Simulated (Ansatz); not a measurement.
## Computed properties of Rb₂AgRhF₆

Rb$_{2}$AgRhF$_{6}$:
```yaml
crystal:
  lattice:
    - [0.00000, 4.39081, 4.39081]
    - [4.39081, 0.00000, 4.39081]
    - [4.39081, 4.39081, 0.00000]
  atoms:
    - { symbol: Rb, position: [0.25000, 0.25000, 0.25000] }
    - { symbol: Rb, position: [0.75000, 0.75000, 0.75000] }
    - { symbol: Ag, position: [0.50000, 0.50000, 0.50000] }
    - { symbol: Rh, position: [0.00000, 0.00000, 0.00000] }
    - { symbol: F, position: [0.22544, 0.22544, 0.77456] }
    - { symbol: F, position: [0.77456, 0.77456, 0.22544] }
    - { symbol: F, position: [0.77456, 0.22544, 0.22544] }
    - { symbol: F, position: [0.22544, 0.77456, 0.77456] }
    - { symbol: F, position: [0.22544, 0.77456, 0.22544] }
    - { symbol: F, position: [0.77456, 0.22544, 0.77456] }
```

Space group Fm-3m (No. 225); conventional cell a = 8.7816 Å, b = 8.7816 Å, c = 8.7816 Å, α = 90.00°, β = 90.00°, γ = 90.00°.

Method: the program Ansatz at the HSE06 level (PAW). Structure relaxed to zero pressure with the same functional. Other levels are named where they apply.

**Cell and energy**

| Quantity | Value |
|---|---|
| Volume per atom | 16.93 Å³ |
| Density | 4.86 g/cm³ |

**Electronic structure**

| Property | Value |
|---|---|
| Band gap | 3.81 eV (smallest direct gap 3.84 eV) |
| Valence-band maximum | at Γ |
| Conduction-band minimum | at X (3 equivalent valleys) |

**Charges**

| Item | Result |
|---|---|
| Bader charges | Rb +0.92, Ag +0.85, Rh +1.69, F -0.73 e |

The first step of the workflow began from a Materials Project structure, measured or hypothetical; the Crystallography Open Database copy checked does not list it. Its standing as an ambient phase is unchecked. The HSE06 relaxation kept the symmetry of its start; whether a distortion lowers the energy is not shown. No spin polarisation was allowed. The hybrid was solved on a coarse mesh, the path and, where they were found, the r²SCAN edge points; its band edges are the extreme levels among these. Spin–orbit coupling is left out wherever it is not named.

Potentials: the later of the program's two PAW sets.
